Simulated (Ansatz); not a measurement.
According to plane-wave PAW r²SCAN+D4 (Ansatz code), ZnSe in the orthorhombic phase (Pnma; Zn on 4c, Se on 4c) relaxes to a = 6.509 Å, b = 4.123 Å, c = 6.925 Å. Zn has 4 nearest neighbours from 2.41 Å (tetrahedral). Its formation energy from the elements is -0.73 eV/atom, with no fitted shifts.

It is gapped at this level: 2.02 eV (direct). The valence maximum lies at Γ and the conduction minimum at Γ. The screened hybrid HSE06 puts the gap at 2.53 eV. Gap from r²SCAN+D4 with spin–orbit coupling: 1.95 eV. The electron mass is 0.15, 0.18, 0.19 mₑ (principal values). The hole mass is 0.17, 1.6, 2.2 mₑ (principal values).

An equation-of-state fit gives a bulk modulus of 23.7 GPa. Bader charges are Zn +0.85, Se -0.85 e.

The start of the workflow was typed in or built on a structure type; neither database checked (COD, Materials Project) lists it. It is not the phase usual at ambient conditions (space group No. 216). Symmetry was held in the r²SCAN+D4 relaxation; whether a distortion lowers the energy is not shown. The references are the lowest solids computed at this level, not always the standard phases. Spin–orbit coupling is left out wherever it is not named.

Potentials: the later of the program's two PAW sets.
